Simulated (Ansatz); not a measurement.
Relaxed-ion elastic tensor of TiAl$_{3}$ in space group I4/mmm (No. 139; Al on 2b, Al on 4d, Ti on 2a) in GPa (Voigt order), DFT-PBEsol in the program Ansatz with PAW potentials; density 3.44 g/cm³, 15.57 Å³ per atom.

|  | 1 | 2 | 3 | 4 | 5 | 6 |
|---|---|---|---|---|---|---|
| 1 | 202 | 90.1 | 47.8 | 0.0 | 0.0 | 0.0 |
| 2 | 90.1 | 202 | 47.8 | 0.0 | 0.0 | 0.0 |
| 3 | 47.8 | 47.8 | 228 | 0.0 | 0.0 | 0.0 |
| 4 | 0.0 | 0.0 | 0.0 | 98.8 | 0.0 | 0.0 |
| 5 | 0.0 | 0.0 | 0.0 | 0.0 | 98.8 | 0.0 |
| 6 | 0.0 | 0.0 | 0.0 | 0.0 | 0.0 | 136 |

Question: Is the crystal mechanically stable?

Answer: Yes: the smallest eigenvalue of C is 98.8 GPa.

Question: Work out the Voigt, Reuss and Hill averages.

Answer: K_V = 112, K_R = 111, K_H = 111; G_V = 96.4, G_R = 88.9, G_H = 92.6 GPa.

Question: Give Young's modulus, Poisson's ratio, Pugh's ratio and the universal anisotropy index.

Answer: E = 9KG/(3K + G) = 218 GPa; ν = 0.17; K/G = 1.20 (brittle by the Pugh limit of 1.75); A_U = 5G_V/G_R + K_V/K_R − 6 = 0.43.

Question: Estimate the sound speeds and the Debye temperature.

Answer: v_l = √((K + 4G/3)/ρ) = 8270 m/s, v_t = √(G/ρ) = 5190 m/s, mean 5720 m/s; Θ = (h/k)(3n/4πV)^(1/3) v_m = 682 K.

Question: Solve the Christoffel equation for the three sound speeds along x, y, z.

Answer: Eigenvalues of C_ijkl n_j n_l equal ρv². In km/s, slowest first: x 5.36, 6.28, 7.67; y 5.36, 6.28, 7.67; z 5.36, 5.36, 8.15.

Question: How much does each axis shrink under pressure?

Answer: Linear compressibilities β_i = Σ_j S_ij (j = 1 to 3): x 2.9, y 2.9, z 3.2 per TPa.

The cell was relaxed with PBEsol under the symmetry of its start. The run is not spin-polarised. As this level gives no gap, shear constants depend on the k-mesh and smearing (Fermi–Dirac, 0.1 eV here).

Potentials: the later of the program's two PAW sets.
